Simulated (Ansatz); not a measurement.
YSi₂Au₂:
```xyz
5
Lattice="-2.1255 2.1255 5.0841 2.1255 -2.1255 5.0841 2.1255 2.1255 -5.0841" Properties=species:S:1:pos:R:3 pbc="T T T"
Y      0.0000     0.0000     0.0000
Si     0.0000     0.0000     3.9389
Si     0.0000     0.0000     6.2293
Au     2.1255     0.0000     2.5420
Au     0.0000     2.1255     2.5420
```

Relaxed with r²SCAN. Special points in fractions of this cell's reciprocal vectors: Γ (0.000, 0.000, 0.000); X (0.000, 0.000, 0.500); P (0.250, 0.250, 0.250); N (0.000, 0.500, 0.000); M (0.500, 0.500, -0.500); S (0.294, 0.706, -0.294); S0 (-0.294, 0.294, 0.294); R (-0.087, 0.087, 0.500); G (0.500, 0.500, -0.087).

### Question
List the band energies nearest the Fermi level at these points for plane-wave PAW r²SCAN (Ansatz code).

### Answer
In eV from the Fermi level; about four levels below and three above (degenerate sets whole), none deeper than 8.9 eV; points with the same levels are listed once.

```tsv
k	below	above
Γ	-3.59 -2.28 -2.28 -1.01	0.21 0.21 1.14
X	-3.52 -2.86 -2.67 -2.36	2.22 2.57 2.91
P	-3.14 -3.14 -2.61 -2.61	1.84 2.96 3.28 3.28
N	-5.71 -5.05 -3.38 -1.67	0.12 0.64 1.74
M	-2.52 -2.52 -1.21 -0.67	1.73 2.27 2.38 2.38
S	-5.43 -1.88 -1.71 -1.11	1.29 1.59 2.04
R	-3.11 -2.85 -2.17 -2.02	2.18 2.44 2.81
```

Space group I4/mmm. The workflow started from a Materials Project entry (that database holds measured and hypothetical structures alike); the Crystallography Open Database copy checked does not list it. Its standing as an ambient phase is unchecked. Symmetry was held in the r²SCAN relaxation; its stability against distortions is not shown here. The run is not spin-polarised. Scalar-relativistic: spin–orbit coupling is off unless named, which matters more the heavier the elements.

Potentials: the later of the program's two PAW sets.
